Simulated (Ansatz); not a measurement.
Data sheet: MoHS2 (DFT)

MoHS2:
```cif
data_H2Mo2S4
_chemical_formula_sum 'S4 Mo2 H2'
_space_group_name_H-M_alt 'P63mc'
_space_group_IT_number 186
_space_group_name_Hall 'P 6c -2c'
_cell_length_a 3.27198
_cell_length_b 3.27198
_cell_length_c 12.65669
_cell_angle_alpha 90.000
_cell_angle_beta 90.000
_cell_angle_gamma 120.000
loop_
_atom_site_label
_atom_site_type_symbol
_atom_site_symmetry_multiplicity
_atom_site_Wyckoff_symbol
_atom_site_fract_x
_atom_site_fract_y
_atom_site_fract_z
_atom_site_occupancy
S1 S 2 b 0.66667 0.33333 0.00006 1
Mo1 Mo 2 b 0.33333 0.66667 0.12304 1
S2 S 2 b 0.66667 0.33333 0.23990 1
H1 H 2 b 0.66667 0.33333 0.35039 1
```

Space group P6_3mc (No. 186); conventional cell a = 3.2720 Å, b = 3.2720 Å, c = 12.6567 Å, α = 90.00°, β = 90.00°, γ = 120.00°.

Method: DFT-r²SCAN+D4 in the program Ansatz with PAW potentials. Structure relaxed to zero pressure with the same functional. Other levels are named where they apply.

**Cell and energy**

```yaml
volume_per_atom: 14.67 Å³
density: 4.56 g/cm³
Formation energy from the elements (no fitted shifts): -0.34 eV/atom
```

**Electronic structure**

```yaml
electronic_character: metallic (no gap)
Density of states at the Fermi level: 0.48 states/eV per atom (mean over ±0.08 eV)
Gap with spin–orbit coupling: none (metallic)
```

**Mechanics**

```yaml
Bulk modulus (Birch–Murnaghan fit): 49.8 GPa
Pressure derivative B′: 8.1
```

**Charges**

```yaml
bader_charges: S -0.77 to -0.56, Mo +1.24, H +0.09 e
```

The cell is a constructed one: a structure type filled with these elements; neither database checked (COD, Materials Project) lists it. Whether it is the stable phase at ambient conditions was not checked. The cell was relaxed with r²SCAN+D4 under the symmetry of its start; its stability against distortions is not shown here. No spin polarisation was allowed. The references are the lowest solids computed at this level, not always the standard phases (solids in place of the gases). Scalar-relativistic: spin–orbit coupling is off unless named, which matters more the heavier the elements.

Potentials: the later of the program's two PAW sets.
